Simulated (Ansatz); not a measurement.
## Computed properties of BiB

BiB:
```yaml
crystal:
  lattice:
    - [0.00000, 2.72756, 2.72756]
    - [2.72756, 0.00000, 2.72756]
    - [2.72756, 2.72756, 0.00000]
  atoms:
    - { symbol: Bi, position: [0.75000, 0.75000, 0.75000] }
    - { symbol: B, position: [0.00000, 0.00000, 0.00000] }
```

Space group F-43m (No. 216), zinc blende; conventional cell a = b = c = 5.4551 Å, α = β = γ = 90.00°.

Method: DFT-PBEsol in the program Ansatz with PAW potentials. Structure relaxed to zero pressure with the same functional. Other levels are named where they apply.

**Cell and energy**

- Volume per atom = 20.29 Å³
- Density = 8.99 g/cm³
- Formation energy from the elements (no fitted shifts) = 0.79 eV/atom

**Electronic structure**

* **Band gap**: 0.45 eV (direct)
* **Valence-band maximum**: at Γ
* **Conduction-band minimum**: at Γ
* **Electron effective mass**: 0.034 mₑ (isotropic)
* **Weight of the conduction-edge state by species (Voronoi cells)**: B 65 %, Bi 35 %
* **Hole effective mass, band 1 of 3 at the edge**: 0.22 along [100], 1.5 along [110], 0.51 along [111] (mₑ)
* **Hole effective mass, band 2 of 3 at the edge**: 0.22 along [100], 0.22 along [110], 0.51 along [111] (mₑ)
* **Hole effective mass, band 3 of 3 at the edge**: 0.032 along [100], 0.029 along [110], 0.028 along [111] (mₑ)
* **Weight of the valence-edge state by species (Voronoi cells)**: B 70 %, Bi 30 %
* **HSE06 gap on the PBEsol cell**: 1.01 eV

**Mechanics**

* **Bulk modulus (Birch–Murnaghan fit)**: 813 kbar
* **Pressure derivative B′**: 4.6
* **Elastic constants (relaxed ions, GPa)**: C11 = 145, C12 = 50.2, C44 = 78.6
* **Mechanical stability**: stable (all eigenvalues of C positive)
* **Hill bulk and shear moduli**: 81.8 and 64.1 GPa
* **Young's modulus**: 153 GPa
* **Poisson's ratio**: 0.19
* **Debye temperature from the elastic constants**: 321 K
* **Piezoelectric stress constants (proper, relaxed ions, C/m²)**: e14 = e25 = e36 = 0.13

**Phonons**

- Highest zone-centre frequency (without LO–TO term) = 65.8 meV
- Zone-centre stability = no imaginary mode at Γ

The cell is a constructed one: a structure type filled with these elements; neither database checked (COD, Materials Project) lists it. Its standing as an ambient phase is unchecked. Symmetry was held in the PBEsol relaxation. The references are the lowest solids computed at this level, not always the standard phases. Scalar-relativistic: spin–orbit coupling is off unless named, which matters more the heavier the elements.

Potentials: the later of the program's two PAW sets.
